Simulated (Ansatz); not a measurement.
Geometry optimisation in Ansatz: input, command and trajectory.

```yaml
crystal:
  lattice:
    - [5.3421125559, 0.0, 0.0]
    - [0.0, 3.2377486574, 0.0]
    - [0.0, 0.0, 5.9195554301]
  atoms:
    - { symbol: Fe, position: [0.9988874844, 0.75, 0.1997342274], spin: 0.54 }
    - { symbol: Fe, position: [0.0011125156, 0.25, 0.8002657726], spin: 0.54 }
    - { symbol: Fe, position: [0.5011125156, 0.25, 0.6997342274], spin: 0.54 }
    - { symbol: Fe, position: [0.4988874844, 0.75, 0.3002657726], spin: 0.54 }
    - { symbol: As, position: [0.8016835564, 0.75, 0.5744689454] }
    - { symbol: As, position: [0.1983164436, 0.25, 0.4255310546] }
    - { symbol: As, position: [0.6983164436, 0.25, 0.0744689454] }
    - { symbol: As, position: [0.3016835564, 0.75, 0.9255310546] }
basis:
  ecutwfc: 420
kpoints:
  mp_grid: { grid: [8, 12, 6] }
hamiltonian:
  xc: pbesol
scf:
  occupations: { method: gaussian, width: 0.1 }
output:
  forces: true
  stress: true
  eigenvalues: true
  populations: true
magnetization:
  spin_polarized: true
relax:
  adjacent_minimum: "off"
  f_tol: 0.005
  max_steps: 80
  cell: { stress_tol: 0.05 }
```

```bash
ansatz run input.yaml --threads 2 --pin off --max-ram 5120MiB --backend cpu --events-out ev --progress --plain --runs-dir out
```

The calculation used Ansatz, DFT PBEsol, scalar-relativistic, plane waves, PAW.

Of 4 frames 3 are shown, positions in Å and forces in eV/Å; the SCF threshold varies from step to step. Steps run on the plane waves of an earlier cell, with a Pulay correction in the pressure. The basis is chosen afresh for the last frame, the zero of the energies, and at times for earlier ones too; energy and pressure step there, also at an unchanged geometry.

```xyz
8
Lattice="5.3421 0.0000 0.0000 0.0000 3.2377 0.0000 0.0000 0.0000 5.9196" Properties=species:S:1:pos:R:3:forces:R:3 pbc="T T T" step=1 free_energy_over_end_meV_per_atom=0.04 pressure_GPa=0.06
Fe    5.3362    2.4283    1.1823   -0.0051    0.0000   -0.0028
Fe    0.0059    0.8094    4.7372    0.0051    0.0000    0.0028
Fe    2.6770    0.8094    4.1421    0.0051    0.0000   -0.0028
Fe    2.6651    2.4283    1.7774   -0.0051    0.0000    0.0028
As    4.2827    2.4283    3.4006   -0.0012    0.0000    0.0042
As    1.0594    0.8094    2.5190    0.0012    0.0000   -0.0042
As    3.7305    0.8094    0.4408    0.0012    0.0000    0.0042
As    1.6116    2.4283    5.4787   -0.0012    0.0000   -0.0042
8
Lattice="5.3397 0.0000 0.0000 0.0000 3.2422 0.0000 0.0000 0.0000 5.9161" Properties=species:S:1:pos:R:3:forces:R:3 pbc="T T T" step=2 free_energy_over_end_meV_per_atom=0.02 pressure_GPa=0.02
Fe    5.3333    2.4316    1.1813   -0.0029    0.0000   -0.0016
Fe    0.0065    0.8105    4.7349    0.0029    0.0000    0.0016
Fe    2.6763    0.8105    4.1393    0.0029    0.0000   -0.0016
Fe    2.6634    2.4316    1.7768   -0.0029    0.0000    0.0016
As    4.2811    2.4316    3.4000   -0.0017    0.0000    0.0019
As    1.0587    0.8105    2.5161    0.0017    0.0000   -0.0019
As    3.7285    0.8105    0.4420    0.0017    0.0000    0.0019
As    1.6112    2.4316    5.4742   -0.0017    0.0000   -0.0019
8
Lattice="5.3331 0.0000 0.0000 0.0000 3.2493 0.0000 0.0000 0.0000 5.9127" Properties=species:S:1:pos:R:3:forces:R:3 pbc="T T T" step=4 free_energy_over_end_meV_per_atom=0.00 pressure_GPa=-0.01
Fe    5.3260    2.4370    1.1803   -0.0001    0.0000    0.0000
Fe    0.0071    0.8123    4.7323    0.0001    0.0000    0.0000
Fe    2.6737    0.8123    4.1367    0.0001    0.0000    0.0000
Fe    2.6594    2.4370    1.7760   -0.0001    0.0000    0.0000
As    4.2761    2.4370    3.4000   -0.0019    0.0000    0.0019
As    1.0570    0.8123    2.5127    0.0019    0.0000   -0.0019
As    3.7236    0.8123    0.4437    0.0019    0.0000    0.0019
As    1.6096    2.4370    5.4690   -0.0019    0.0000   -0.0019
```

It took 10 min on 2 threads of Intel(R) Xeon(R) Platinum 8259CL CPU @ 2.50GHz (Skylake/Cascade Lake), with other jobs on the host, peak memory 1.7 GiB.

The state reached may not be the lowest one. The program reads another magnetic order as possibly lower. Only parallel moments were tried here.